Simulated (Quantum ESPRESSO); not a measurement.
**Kohn-Sham bands of AlInSb₂ (P-4m2)**

```
CELL_PARAMETERS angstrom
      4.50617     0.00000     0.00000
      0.00000     4.50617     0.00000
      0.00000     0.00000     6.34882
ATOMIC_POSITIONS crystal
  Al 0.00000 0.00000 0.00000
  In 0.50000 0.50000 0.50000
  Sb 0.00000 0.50000 0.23337
  Sb 0.50000 0.00000 0.76663
```

Materials Project entry mp-1228890; symmetrised, unrelaxed at this level. Not found in the COD (Crystallography Open Database) copy used; not checked further. Level: PBEsol, spinors with spin-orbit coupling; pw.x of Quantum ESPRESSO at 64 Ry with PseudoDojo potentials, 6×6×4 k-points, Wannier90. Density: 8×8×6 mesh, Gaussian smearing 0.01 Ry. With spin-orbit coupling a semilocal functional can close or falsely invert a small gap; the band order was not checked against a better method. The gap is small at this level and was sampled on the meshes and a path alone.

Question: List the Kohn-Sham levels between −8 and 3.2 eV relative to the valence-band maximum at the high-symmetry points, as a band run of pw.x on that density gives them (levels within 2 meV counted together).

Answer: 
```csv
point,k (reciprocal lattice),levels (eV)
Γ,0.000 0.000 0.000,"-5.88 (×2), -2.61 (×2), -2.37 (×2), -0.77 (×2), -0.11 (×2), 0.00 (×2), 0.17 (×2), 1.05 (×2), 1.12 (×2), 2.61 (×2), 2.87 (×2), 2.90 (×2)"
X,0.000 0.500 0.000,"-5.06 (×2), -4.79 (×2), -3.13 (×2), -2.82 (×2), -1.52 (×2), -1.04 (×2), 1.66 (×2), 2.23 (×2)"
M,0.500 0.500 0.000,"-5.96 (×2), -5.80 (×2), -2.62 (×2), -2.48 (×2), -2.29 (×2), -2.26 (×2), 0.63 (×2), 0.98 (×2), 1.03 (×2), 1.57 (×2)"
Z,0.000 0.000 0.500,"-4.00 (×2), -3.40 (×2), -2.01 (×2), -1.86 (×2), -1.42 (×2), -1.33 (×2), 1.15 (×2), 1.40 (×2), 2.38 (×2), 2.68 (×2)"
R,0.000 0.500 0.500,"-5.83 (×2), -5.54 (×2), -1.59 (×2), -1.33 (×2), -1.08 (×2), -0.80 (×2), 0.39 (×2), 0.69 (×2)"
A,0.500 0.500 0.500,"-5.80 (×2), -5.65 (×2), -3.35 (×2), -3.03 (×2), -2.88 (×2), -2.87 (×2)"
```
